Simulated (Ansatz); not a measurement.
Total density of states per atom from plane-wave PAW PBEsol (Ansatz code), in 0.25 eV bins, energy from the valence-band maximum:

| E (eV) | states/eV/atom |
|---|---|
| -6.75 | 0.00 |
| -6.50 | 1.38 |
| -6.25 | 2.23 |
| -6.00 | 0.38 |
| -5.75 | 0.00 |
| -5.50 | 0.00 |
| -5.25 | 0.00 |
| -5.00 | 0.00 |
| -4.75 | 0.00 |
| -4.50 | 0.00 |
| -4.25 | 0.00 |
| -4.00 | 0.98 |
| -3.75 | 3.32 |
| -3.50 | 3.70 |
| -3.25 | 0.00 |
| -3.00 | 0.00 |
| -2.75 | 0.00 |
| -2.50 | 0.00 |
| -2.25 | 0.00 |
| -2.00 | 0.00 |
| -1.75 | 0.00 |
| -1.50 | 0.00 |
| -1.25 | 0.00 |
| -1.00 | 0.00 |
| -0.75 | 0.00 |
| -0.50 | 0.08 |
| -0.25 | 4.10 |
| 0.00 | 3.82 |
| 0.25 | 0.00 |
| 0.50 | 0.00 |
| 0.75 | 0.00 |
| 1.00 | 0.00 |
| 1.25 | 0.00 |
| 1.50 | 0.00 |
| 1.75 | 0.00 |
| 2.00 | 0.00 |
| 2.25 | 0.00 |
| 2.50 | 0.00 |
| 2.75 | 0.00 |
| 3.00 | 0.00 |
| 3.25 | 0.42 |
| 3.50 | 1.99 |
| 3.75 | 1.58 |
| 4.00 | 0.01 |
| 4.25 | 0.00 |
| 4.50 | 0.00 |
| 4.75 | 0.00 |
| 5.00 | 0.00 |
| 5.25 | 0.00 |
| 5.50 | 0.00 |
| 5.75 | 0.00 |
| 6.00 | 0.00 |
| 6.25 | 0.00 |
| 6.50 | 0.00 |
| 6.75 | 0.00 |
| 7.00 | 0.00 |
| 7.25 | 0.00 |
| 7.50 | 0.00 |
| 7.75 | 0.00 |
| 8.00 | 0.00 |

Pick the material that matches.
A) Zn, hcp (Mg type)
B) Ru, hcp (Mg type)
C) F, C2/c (F on 8f)
D) RbHoS2, R-3m (Ho on 3b, S on 6c, Rb on 3a)

C, F, C2/c (F on 8f). Top 1 eV of the valence band: F 2p 100 %. Bottom 1 eV of the conduction band: F 2p 95 %. Projections are on Löwdin-orthogonalised atomic valence shells; empty p or d shells of many metals are not among them.

Symmetry was held in the PBEsol relaxation. The substance is a gas or liquid at ambient conditions; this is its low-temperature solid. A crystal of weakly bound molecules computed without a dispersion correction: the cell and the soft elastic constants depend strongly on that.

Potentials: the later of the program's two PAW sets.
